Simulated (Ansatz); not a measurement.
**Computed scan of one atom of the cell: HgTe (zinc blende)**

Starting cell, HgTe (zinc blende):

```
CELL_PARAMETERS angstrom
      0.00000     3.28672     3.28672
      3.28672     0.00000     3.28672
      3.28672     3.28672     0.00000
ATOMIC_POSITIONS crystal
  Te 0.75000 0.75000 0.75000
  Hg 0.00000 0.00000 0.00000
```

In each cell atom 1 (Te, nearest neighbour Hg at 2.846 Å; its periodic images, 4.6 Å or more away, move with it) moves by s·(0.000, 0.000, 1.000) (along Cartesian z), the rest being held.

Computed with r2SCAN (plane waves to 500 eV, PAW, scalar-relativistic; Ansatz, a quantum-chemistry and plane-wave program). k mesh 10×10×10 (Γ-centred), Fermi-Dirac smearing 0.05 eV. Energies are smeared free energies. Stress and pressure are positive under compression. With partly filled bands, energies and forces of such displacements shift with the k mesh and the smearing. F∥ is the force on the atom along that direction. At this level the bands of HgTe touch or barely overlap. HgTe was relaxed with its symmetry unable to fall. Spin-orbit coupling is left out, though Hg and Te are heavy. The PAW data are Ansatz's earlier set. The zero of ΔE is the undisplaced structure.

```
s (Å)   ΔE (meV/cell)  F∥ (eV/Å)  P (GPa)
------  -------------  ---------  -------
-0.280            111      0.782      1.1
-0.224             71      0.631      0.7
-0.168             40      0.478      0.4
-0.112             18      0.321      0.2
-0.056              5      0.161      0.0
0.000               0      0.000      0.0
0.056               5     -0.161      0.0
0.112              18     -0.321      0.2
0.168              40     -0.478      0.4
0.224              71     -0.631      0.7
0.280             111     -0.782      1.1
```

Read from the data:

Energy at s = 0.280 Å: 111 meV/cell
Force along the line at s = -0.280 Å: 0.782 eV/Å
Symmetry of the curve: even: the same for both signs
Shape of the curve: a single well with its minimum at or next to zero displacement
Force constant k = d²E/ds² at s = 0 (finite differences): 2.88 eV/Å²
Harmonic estimate at the end of the scan: ½ks² = 113 meV/cell against the computed 111 meV/cell, so the well is close to harmonic there
Zone-centre optical wavenumber from k: 100 cm⁻¹

(A displaced cell: forces are minus the slopes of the energy, force constants its curvatures, and phonons follow from these.)
